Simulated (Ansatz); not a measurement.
InRh:
```xyz
2
Lattice="3.1606 0.0000 0.0000 0.0000 3.1606 0.0000 0.0000 0.0000 3.1606" Properties=species:S:1:pos:R:3 pbc="T T T"
In     0.0000     0.0000     0.0000
Rh     1.5803     1.5803     1.5803
```

Relaxed with LDA. Special points in fractions of this cell's reciprocal vectors: Γ (0.000, 0.000, 0.000); X (0.000, 0.500, 0.000); M (0.500, 0.500, 0.000); R (0.500, 0.500, 0.500).

List the band energies nearest the Fermi level at these points for the program Ansatz at the LDA level (PAW).

In eV from the Fermi level; about four levels below and three above (degenerate sets whole), none deeper than 8.9 eV; points with the same levels are listed once.

```
k                          below                   above
-  -----------------------------  ----------------------
Γ  -3.56 -3.56 -1.29 -1.29 -1.29          4.57 4.57 4.57
X        -3.61 -2.78 -2.78 -1.42  0.02 10.34 11.01 11.01
M  -2.48 -2.48 -1.87 -1.87 -0.56         3.06 3.75 10.07
R  -5.03 -5.03 -5.03 -0.50 -0.50     0.22 4.39 4.39 4.39
```

Space group Pm-3m (CsCl type). The workflow started from a Materials Project entry (that database holds measured and hypothetical structures alike); the Crystallography Open Database files this formula in space group No. 221, but the cells were not matched. Its standing as an ambient phase is unchecked. The LDA relaxation kept the symmetry of its start. At this level the phase is mechanically unstable. The run is not spin-polarised. Spin–orbit coupling is left out wherever it is not named.

Potentials: the later of the program's two PAW sets.
